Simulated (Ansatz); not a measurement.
MgS2O7 in space group P-1 (No. 2; Pearson symbol aP20), the program Ansatz at the PBE level (PAW), all energies at zero smearing, with the estimated change up to a 700 eV cutoff added, with one set of potentials and settings (totals compare only within such a set). Cell of 20 atoms (2 Mg, 4 S, 14 O): -15398.259 eV.

| element | reference phase | E (eV/atom) |
|---|---|---|
| Mg | P6_3/mmc, 2 atoms in the cell | -1923.8026 |
| S | Fddd, 32 atoms in the cell | -902.0599 |
| O | C2/m, 4 atoms in the cell, spin-polarised | -565.0000 |

Formation energy per atom, worked out: (-15398.259 − 2×(-1923.8026) − 4×(-902.0599) − 14×(-565.0000))/20 = -1.621 eV/atom (-156 kJ per mol of atoms), at 0 K, without zero-point energy or fitted corrections.

The workflow started from a Materials Project entry (that database holds measured and hypothetical structures alike); the Crystallography Open Database copy checked does not list it. Entries of such low symmetry are often ordered models of mixed-site phases. Whether it is the stable phase at ambient conditions was not checked. The cell was relaxed with PBE under the symmetry of its start; whether a distortion lowers the energy is not shown. The references are the lowest solids computed at this level, not always the standard phases (solids in place of the gases).

Potentials: the later of the program's two PAW sets.
